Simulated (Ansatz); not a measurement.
Consider the following.

PbO:
Space group P4/nmm, origin choice 1 (No. 129); a = 3.984 Å, b = 3.984 Å, c = 5.120 Å, α = 90.00°, β = 90.00°, γ = 90.00°

```
atom  site  symmetry       x       y       z
----  ----  --------  ------  ------  ------
Pb      2c       4mm  0.5000  0.0000  0.2314
O       2a      -4m2  0.0000  0.0000  0.0000
```

This is the r²SCAN+D4-relaxed structure.

Task: All from r²SCAN+D4 (plane waves, PAW; program Ansatz), unless another level is named. Give the smallest direct gap on the standard path.

Result: 2.68 eV.

Task: And the gap with spin–orbit coupling?

Result: 1.59 eV.

Task: And the weight of the conduction-edge state by species (Voronoi cells)?

Result: Pb 74 %, O 26 %.

Task: What about the conduction-band minimum?

Result: at M.

Task: Give the weight of the valence-edge state by species (Voronoi cells).

Result: O 64 %, Pb 36 %.

Symmetry was held in the r²SCAN+D4 relaxation; of distortions, only those at the zone centre were tested. Scalar-relativistic: spin–orbit coupling is off unless named, which matters more the heavier the elements.

Potentials: the later of the program's two PAW sets.
